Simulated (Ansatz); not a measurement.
MgS (rock salt) is sheared across one {110} plane: the third cell vector gains the shift, so faults repeat every 5.5 Å. The cut lies between planes 1.84 Å apart; the cell height is held.

```xyz
6
Lattice="3.6792 0.0000 0.0000 0.0000 5.2031 0.0000 1.8396 2.6016 5.5188" Properties=species:S:1:pos:R:3 pbc="T T T"
S      1.5330     2.1680     4.5990
S      1.5330     2.1680     0.9198
S      3.3726     4.7695     2.7594
Mg     1.5330     4.7695     0.9198
Mg     3.3726     2.1680     2.7594
Mg     1.5330     4.7695     4.5990
```

In-plane vectors a = (3.679, 0.000) Å, b = (0.000, 5.203) Å, area 19.14 Å². The shift is x·a + y·b, and the map repeats with period 1 in x and y. The shift is rigid: no atom relaxes. γ = [E(shift) − E(0)] / area.

Calculation: r2SCAN (plane waves to 500 eV, PAW, scalar-relativistic; Ansatz, an electronic-structure program). k mesh 8×8×8 (Γ-centred), Fermi-Dirac smearing 0.05 eV. E is the zero-smearing estimate. Points where atoms come too close for the PAW data are left out (x in tables, blank in figures). As the smearing reaches across the gap at some points, the k mesh leaves noise in γ, roughly 0.02 J/m² as judged from a few cases. Faults lie only 5.5 Å apart, and holding the cell height and the atoms raises γ above its relaxed value. MgS was relaxed with its symmetry unable to fall. The zero of γ is zero shift. The last digit holds for this mesh only.

γ (J/m²), with x across and y down:

```
y \ x  0.000  0.167  0.333  0.500  0.667  0.833
-----  -----  -----  -----  -----  -----  -----
0.000   0.00   0.63   2.79      x   2.79   0.63
0.167   1.05   1.51   2.86   3.79   2.86   1.51
0.333   3.96   4.58   5.92      x   5.92   4.58
0.500   5.15   5.56      x      x      x   5.56
0.667   3.96   4.58   5.92      x   5.92   4.58
0.833   1.05   1.51   2.86   3.79   2.86   1.51
```

Task: Where does the grid have local minima besides zero shift?

Result: No grid point is one.

Task: Stepping between nearest grid points (4 neighbours each), what is the highest γ met on the easiest way from zero shift to the shift a?

Result: 3.79 J/m².

(The slope of γ gives the shear force per area between the displaced halves; near zero shift its curvature is an elastic stiffness.)
